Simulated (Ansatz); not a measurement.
The relaxed structure here is a generated cell of BeCo: the first start was made by placing the elements on the sites of a structure type, and the end was not matched to a known phase here, so it may be hypothetical.

A relaxed structure of BeCo. Space group Fd-3m (No. 227), AFLOW prototype AB_cF16_227_a_b (B32, as in NaTl). Method: PBEsol (plane waves to 420 eV, PAW, scalar-relativistic; Ansatz, a first-principles code).

```xyz
4
Lattice="0.0000 2.6232 2.6232 2.6232 0.0000 2.6232 2.6232 2.6232 0.0000" Properties=species:S:1:pos:R:3 pbc="T T T"
Be     3.9348     3.9348     3.9348
Be     2.6232     2.6232     2.6232
Co     0.0000     0.0000     0.0000
Co     1.3116     1.3116     1.3116
```

Predict the magnetic moment from PBEsol.

Net 0.59 μB/atom, ferromagnetic.

Spin state reached: ferromagnetic (net 0.59 μB/atom), from parallel starting moments; other spin orders were not run from this start.

The run could not lose the symmetry of its start; a randomly shaken copy of 8 atoms returns to this structure.

All atoms sit on sites fixed by symmetry, so only the cell could relax.
